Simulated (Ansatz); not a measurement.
FeB in space group Cmcm (No. 63; Fe on 4c, B on 4c), PBEsol (plane waves, PAW; program Ansatz), all energies at zero smearing, with the estimated change up to a 700 eV cutoff added, with one set of potentials and settings (totals compare only within such a set). Cell of 4 atoms (2 Fe, 2 B): -9204.869 eV.

| element | reference phase | E (eV/atom) |
|---|---|---|
| Fe | Im-3m, 1 atoms in the cell, spin-polarised | -4448.8520 |
| B | R-3m, 12 atoms in the cell | -152.6698 |

Formation energy per atom, worked out: (-9204.869 − 2×(-4448.8520) − 2×(-152.6698))/4 = -0.456 eV/atom (-44 kJ per mol of atoms), at 0 K, without zero-point energy or fitted corrections.

The first step of the workflow began from a Materials Project structure, measured or hypothetical; the Crystallography Open Database copy checked does not list it. COD files the formula under space group No. 62, so this cell is another polymorph or a model. Whether it is the stable phase at ambient conditions was not checked. Symmetry was held in the PBEsol relaxation; whether a distortion lowers the energy is not shown. Spin order of the final state: ferromagnetic, chosen from 5 collinear starts compared on coarse meshes (ties went to the first, and starts can fall back to one state), not a proven ground state. The references are the lowest solids computed at this level, not always the standard phases.

Potentials: the later of the program's two PAW sets.
